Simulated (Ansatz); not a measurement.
Values for one crystal, relaxed and computed with plane-wave PAW r²SCAN (Ansatz code); other levels are named.

```yaml
volume_per_atom: 16.56 Å³
electronic_character: metallic (no gap)
Formation energy from the elements (no fitted shifts): -0.98 eV/atom
Density of states at the Fermi level: 0.42 states/eV per atom (mean over ±0.08 eV)
```

Question: Which of these materials gives this?
(A) YSiNi4, Cmmm (Y on 2a, Si on 2c, Ni on 4i, Ni on 4f)
(B) YSi2Ru2, I4/mmm (Y on 2a, Si on 4e, Ru on 4d)
(C) SiNi3, Cu3Au type
(D) AlSiMo6, Pm-3 (Al on 1b, Si on 1a, Mo on 6f)

Answer: B, YSi2Ru2, I4/mmm (Y on 2a, Si on 4e, Ru on 4d)

The workflow started from a Materials Project entry (that database holds measured and hypothetical structures alike); the Crystallography Open Database files this formula in space group No. 139, but the cells were not matched. Whether it is the stable phase at ambient conditions was not checked. Symmetry was held in the r²SCAN relaxation; whether a distortion lowers the energy is not shown. The run is not spin-polarised. The references are the lowest solids computed at this level, not always the standard phases. Spin–orbit coupling is left out wherever it is not named.

Potentials: the earlier of the program's two PAW sets.
